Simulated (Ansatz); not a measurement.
ScNi3N (anti-perovskite, Pm-3m) at seven volumes, r²SCAN (plane waves, PAW; program Ansatz), scaled uniformly. One row is withheld.

```
V (Å³/atom)  P (GPa)
-----------  -------
10.299         22.78
10.638             ?
10.978          6.39
11.318          0.01
11.657         -5.39
11.997         -9.97
12.336        -13.85
```

Question: Fit the shown pressures and predict the withheld one.

Answer: Third-order Birch–Murnaghan: P = (3/2)B₀(x^(7/2) − x^(5/2))[1 + (3/4)(B′ − 4)(x − 1)] with x = (V₀/V)^(2/3). Least squares on the six rows gives V₀ = 11.319 Å³/atom, B₀ = 195.1 GPa, B′ = 4.49. At V = 10.638, x = 1.0422 and P = 13.92 GPa. The run itself gave 13.91 GPa.

The start of the workflow was typed in or built on a structure type; neither database checked (COD, Materials Project) lists it. Whether it is the stable phase at ambient conditions was not checked. Symmetry was held in the r²SCAN relaxation; whether a distortion lowers the energy is not shown. The workflow began spin-polarised and lost its moments.

Potentials: the earlier of the program's two PAW sets. The files were generated under PBE; for other functionals the program regenerates the frozen cores, and for LDA and PBEsol the local potential too.
